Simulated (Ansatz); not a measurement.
# Computed scan of one atom of the cell: BN (zinc blende)

BN (zinc blende)

```xyz
2
Lattice="0.0000 1.8028 1.8028 1.8028 0.0000 1.8028 1.8028 1.8028 0.0000" Properties=species:S:1:pos:R:3 pbc="T T T"
N      2.7043     2.7043     2.7043
B      0.0000     0.0000     0.0000
```

In each cell atom 1 (N, nearest neighbour B at 1.561 Å; its periodic images, 2.5 Å or more away, move with it) moves by s·(1.000, 0.000, 0.000) (along Cartesian x), the rest being held.

Calculation: PBEsol (plane waves to 420 eV, PAW, scalar-relativistic; Ansatz, an electronic-structure program). k mesh 13×13×13 (Γ-centred), Fermi-Dirac smearing 0.05 eV. E stands for the smeared free energy. Compression counts positive. F∥ is the force on the atom along that direction. BN was relaxed with its symmetry unable to fall. ΔE is measured from the undisplaced structure.

| s (Å) | ΔE (eV/cell) | P (GPa) | F∥ (eV/Å) |
|---|---|---|---|
| -0.160 | 0.306 | 7.61 | 3.718 |
| -0.128 | 0.198 | 4.90 | 3.035 |
| -0.096 | 0.112 | 2.77 | 2.313 |
| -0.064 | 0.050 | 1.23 | 1.559 |
| -0.032 | 0.013 | 0.30 | 0.785 |
| 0.000 | 0.000 | -0.01 | 0.000 |
| 0.032 | 0.013 | 0.30 | -0.785 |
| 0.064 | 0.050 | 1.23 | -1.559 |
| 0.096 | 0.112 | 2.77 | -2.313 |
| 0.128 | 0.198 | 4.90 | -3.035 |
| 0.160 | 0.306 | 7.61 | -3.718 |

Derived quantities:

```
Property                                                                                                                                                  Result
-----------------------------------------------------------------  ---------------------------------------------------------------------------------------------
Energy at s = 0.160 Å                                                                                                                               306 meV/cell
Force along the line at s = -0.160 Å                                                                                                                   3.72 eV/Å
Symmetry of the curve                                                                                                              even: the same for both signs
Shape of the curve                                                                                a single well with its minimum at or next to zero displacement
Force constant k = d²E/ds² at s = 0 (finite differences)                                                                                              24.6 eV/Å²
Harmonic estimate at the end of the scan                           ½ks² = 315 meV/cell against the computed 306 meV/cell, so the well is close to harmonic there
Zone-centre optical wavenumber from k (transverse: no LO-TO term)                                                                                      1047 cm⁻¹
```

(For displaced atoms, the force is minus the slope of the energy, and its curvature is a force constant, which sets phonon frequencies.)
